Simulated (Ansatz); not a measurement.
MoSe:
```xyz
2
Lattice="3.1459 0.0000 0.0000 0.0000 3.1459 0.0000 0.0000 0.0000 3.1459" Properties=species:S:1:pos:R:3 pbc="T T T"
Mo     0.0000     0.0000     0.0000
Se     1.5730     1.5730     1.5730
```

Relaxed with PBE. Special points in fractions of this cell's reciprocal vectors: Γ (0.000, 0.000, 0.000); X (0.000, 0.500, 0.000); M (0.500, 0.500, 0.000); R (0.500, 0.500, 0.500).

**Question.** List the band energies nearest the Fermi level at these points for PBE with spin–orbit coupling (plane waves, PAW; program Ansatz).

**Answer.** In eV from the Fermi level; about four levels below and three above (degenerate sets whole), none deeper than 8.9 eV; points with the same levels are listed once.

| k | below | above |
|---|---|---|
| Γ | -1.72 -1.72 -1.72 -1.72 | 0.54 0.54 0.54 0.54 |
| X | -3.66 -3.66 -2.69 -2.69 | 0.89 0.89 1.90 1.90 |
| M | -0.97 -0.97 -0.38 -0.38 | 0.27 0.27 2.19 2.19 |
| R | -7.56 -7.56 -7.56 -7.56 | 2.29 2.29 2.29 2.29 |

Space group Pm-3m (CsCl type). The cell is a constructed one: a structure type filled with these elements; neither database checked (COD, Materials Project) lists it. Whether it is the stable phase at ambient conditions was not checked. Symmetry was held in the PBE relaxation; its stability against distortions is not shown here. No spin polarisation was allowed.

Potentials: the earlier of the program's two PAW sets.
